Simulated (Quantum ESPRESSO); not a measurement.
Empty bands for a GW run on InP (zinc blende, space group F-43m, No. 216): 117 bands on a 4×4×4 mesh, PBEsol, PseudoDojo standard norm-conserving files, scalar-relativistic, Quantum ESPRESSO. The input, in which only the diagonalization keyword changes:

```
&CONTROL
  calculation = 'nscf'
  pseudo_dir = './pseudo'
  outdir = './out'
/
&SYSTEM
  ibrav = 0
  nat = 2
  ntyp = 2
  ecutwfc = 70.0
  ecutrho = 280.0
  occupations = 'fixed'
  force_symmorphic = .true.
  nbnd = 117
/
&ELECTRONS
  conv_thr = 2e-09
  diago_full_acc = .true.
  diago_thr_init = 1e-08
  diagonalization = 'david'
/
ATOMIC_SPECIES
P 30.9738 P.upf
In 114.8180 In.upf
CELL_PARAMETERS angstrom
  0.000000000000   2.940562867000   2.940562867000
  2.940562867000   0.000000000000   2.940562867000
  2.940562867000   2.940562867000   0.000000000000
ATOMIC_POSITIONS crystal
P   0.750000000000   0.750000000000   0.750000000000
In   0.000000000000   0.000000000000   0.000000000000
K_POINTS automatic
4 4 4 0 0 0
```

| diagonalization | mean iterations per k point | rough time | largest change of an eigenvalue (eV) |
|---|---|---|---|
| david | 22 | 1 | – |
| cg | 54 | about 3× | 1e-06 |
| paro | 21 | within a factor of two | 1e-08 |

An iteration means different work in each solver, so the counts don't rank them. Times are rough ratios from shared machines.

Spin-orbit coupling is not included.

Geometry relaxed with PBEsol.
